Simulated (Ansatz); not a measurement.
Consider the following.

HgTe (zinc blende)

```xyz
2
Lattice="0.0000 3.3253 3.3253 3.3253 0.0000 3.3253 3.3253 3.3253 0.0000" Properties=species:S:1:pos:R:3 pbc="T T T"
Te     4.9880     4.9880     4.9880
Hg     0.0000     0.0000     0.0000
```

Scan: atom 1 (Te, nearest neighbour Hg at 2.880 Å; its periodic images, 4.7 Å or more away, move with it) is displaced along Cartesian [110], direction (0.707, 0.707, 0.000) in Cartesian axes, by s. The other atoms stay.

Method: PBE (plane waves to 420 eV, PAW, scalar-relativistic; Ansatz, a program for electronic structure). k mesh 10×10×10 (Γ-centred), Fermi-Dirac smearing 0.05 eV. Energies are smeared free energies. With partly filled bands, energies and forces of such displacements shift with the k mesh and the smearing. At this level the bands of HgTe touch or barely overlap. HgTe was relaxed with its symmetry unable to fall. Spin-orbit coupling is left out, though Hg and Te are heavy. The relaxed volume of HgTe is well above the measured one; the method has no dispersion term. The zero of ΔE is the undisplaced structure.

The scan covers s from -0.860 to 0.860 Å in 11 points.

Question: Is the energy the same for equal positive and negative displacements?

Answer: Even: the same for both signs. With its periodic images moving along, the atom's site symmetry in this cell is -43m.

Question: What is the energy change at s = 0.860 Å?

Answer: 1829 meV/cell.

Question: What force acts on the atom along the line at s = -0.860 Å?

Answer: 6.01 eV/Å.

Question: What is the force constant k = d²E/ds² of this move at s = 0?

Answer: 2.69 eV/Å².

(For displaced atoms, the force is minus the slope of the energy, and its curvature is a force constant, which sets phonon frequencies.)
